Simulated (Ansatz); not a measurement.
**Calculated with Ansatz: SrSI, relaxation**

input.yaml:

```yaml
crystal:
  lattice:
    - [4.120579, 0.0, 0.0]
    - [0.0, 4.120579, 0.0]
    - [0.0, 0.0, 9.479499]
  atoms:
    - { symbol: Sr, position: [0.0, 0.5, 0.12] }
    - { symbol: Sr, position: [0.5, 0.0, 0.88] }
    - { symbol: S, position: [0.0, 0.0, 0.0] }
    - { symbol: S, position: [0.5, 0.5, 0.0] }
    - { symbol: I, position: [0.0, 0.5, 0.675] }
    - { symbol: I, position: [0.5, 0.0, 0.325] }
  symmetry: { tolerance: 0.0003 }
kpoints:
  mp_grid: { grid: [8, 8, 4], shift: [0, 0, 0] }
magnetization:
  spin_polarized: false
scf:
  occupations: { method: fermi_dirac }
  lower_state_search: "off"
hamiltonian:
  pseudopotentials: { kind: paw }
  xc: pbe
basis:
  ecutwfc: 420
  fft_grid_basis: typed
relax:
  max_steps: 40
output:
  forces: true
  stress: true
  eigenvalues: true
  bader: true
  populations: true
  elf: true
  write_potential: true
  volumetric_format: npy
  dos:
    e_range: [-12, 8]
    de: 0.05
    projected: { site_lists: { I: [I], S: [S], Sr: [Sr] } }
checkpoint:
  read: saved_state
```

Run with:

```bash
ansatz run input.yaml --threads 2 --pin off --max-ram 2560MiB --backend cpu --events-out ev --progress --plain --runs-dir out
```

Origin of the cell: a known structure type with other elements, at an estimated volume, so it need not be a known compound.

The smearing width isn't typed, so it takes its default of 0.1 eV.

The saved state is a converged single point of the same cell.

Steps:

```tsv
step	ΔF (meV/atom)	max force component (eV/Å)	SCF iterations	step was
1	0.0	9.080	6	accepted
2	-539.6	7.201	8	accepted
3	-951.4	5.109	8	accepted
4	-1229.2	3.143	8	accepted
5	-1396.0	1.209	8	accepted
6	-1461.4	0.267	7	accepted
7	-1464.6	0.010	6	accepted
8	-1464.6	0.011	4	accepted
9	-1464.6	0.001	5	accepted
```

Step 1, with forces in eV/Å:

```xyz
6
Lattice="4.121 0.000 0.000 0.000 4.121 0.000 0.000 0.000 9.479" Properties=species:S:1:pos:R:3:forces:R:3 pbc="T T T" step=1
Sr    0.000    2.060    1.138    0.000    0.000    9.080
Sr    2.060    0.000    8.342    0.000    0.000   -9.080
S     0.000    0.000    0.000    0.000    0.000    0.000
S     2.060    2.060    0.000    0.000    0.000    0.000
I     0.000    2.060    6.399    0.000    0.000   -0.437
I     2.060    0.000    3.081    0.000    0.000    0.437
```

Step 2, with forces in eV/Å:

```xyz
6
Lattice="4.121 0.000 0.000 0.000 4.121 0.000 0.000 0.000 9.479" Properties=species:S:1:pos:R:3:forces:R:3 pbc="T T T" step=2
Sr    0.000    2.060    1.336    0.000    0.000    7.201
Sr    2.060    0.000    8.143    0.000    0.000   -7.201
S     0.000    0.000    0.000    0.000    0.000    0.000
S     2.060    2.060    0.000    0.000    0.000    0.000
I     0.000    2.060    6.381    0.000    0.000   -0.500
I     2.060    0.000    3.099    0.000    0.000    0.500
```

Step 3, with forces in eV/Å:

```xyz
6
Lattice="4.121 0.000 0.000 0.000 4.121 0.000 0.000 0.000 9.479" Properties=species:S:1:pos:R:3:forces:R:3 pbc="T T T" step=3
Sr    0.000    2.060    1.535    0.000    0.000    5.109
Sr    2.060    0.000    7.944    0.000    0.000   -5.109
S     0.000    0.000    0.000    0.000    0.000    0.000
S     2.060    2.060    0.000    0.000    0.000    0.000
I     0.000    2.060    6.360    0.000    0.000   -0.625
I     2.060    0.000    3.120    0.000    0.000    0.625
```

Step 4, with forces in eV/Å:

```xyz
6
Lattice="4.121 0.000 0.000 0.000 4.121 0.000 0.000 0.000 9.479" Properties=species:S:1:pos:R:3:forces:R:3 pbc="T T T" step=4
Sr    0.000    2.060    1.730    0.000    0.000    3.143
Sr    2.060    0.000    7.749    0.000    0.000   -3.143
S     0.000    0.000    0.000    0.000    0.000    0.000
S     2.060    2.060    0.000    0.000    0.000    0.000
I     0.000    2.060    6.319    0.000    0.000   -0.777
I     2.060    0.000    3.160    0.000    0.000    0.777
```

Step 5, with forces in eV/Å:

```xyz
6
Lattice="4.121 0.000 0.000 0.000 4.121 0.000 0.000 0.000 9.479" Properties=species:S:1:pos:R:3:forces:R:3 pbc="T T T" step=5
Sr    0.000    2.060    1.925    0.000    0.000    1.209
Sr    2.060    0.000    7.554    0.000    0.000   -1.209
S     0.000    0.000    0.000    0.000    0.000    0.000
S     2.060    2.060    0.000    0.000    0.000    0.000
I     0.000    2.060    6.221    0.000    0.000   -0.763
I     2.060    0.000    3.259    0.000    0.000    0.763
```

Step 6, with forces in eV/Å:

```xyz
6
Lattice="4.121 0.000 0.000 0.000 4.121 0.000 0.000 0.000 9.479" Properties=species:S:1:pos:R:3:forces:R:3 pbc="T T T" step=6
Sr    0.000    2.060    2.077    0.000    0.000    0.054
Sr    2.060    0.000    7.402    0.000    0.000   -0.054
S     0.000    0.000    0.000    0.000    0.000    0.000
S     2.060    2.060    0.000    0.000    0.000    0.000
I     0.000    2.060    6.026    0.000    0.000   -0.267
I     2.060    0.000    3.454    0.000    0.000    0.267
```

Step 9, with forces in eV/Å:

```xyz
6
Lattice="4.121 0.000 0.000 0.000 4.121 0.000 0.000 0.000 9.479" Properties=species:S:1:pos:R:3:forces:R:3 pbc="T T T" step=9
Sr    0.000    2.060    2.097    0.000    0.000   -0.001
Sr    2.060    0.000    7.382    0.000    0.000    0.001
S     0.000    0.000    0.000    0.000    0.000    0.000
S     2.060    2.060    0.000    0.000    0.000    0.000
I     0.000    2.060    5.960    0.000    0.000    0.000
I     2.060    0.000    3.520    0.000    0.000    0.000
```

| Item | Value |
| --- | --- |
| Free energy lowered by | 1464.6 meV/atom |
| Final pressure | 6.02 GPa |
| Relaxation steps listed | 9 |
| Gap on the mesh | none (metal) |

Caveats: no spin-orbit coupling, though heavy elements are present; the SCF threshold is looser than advised for a stress; the given cell is far from equilibrium, with atoms too close or a volume far off; the relaxation held the start's symmetry, so the end may be a saddle point.

Time: 3.4 min on 2 threads of Arm Neoverse N1, on a shared host, peak memory 0.58 GiB, from a saved density.
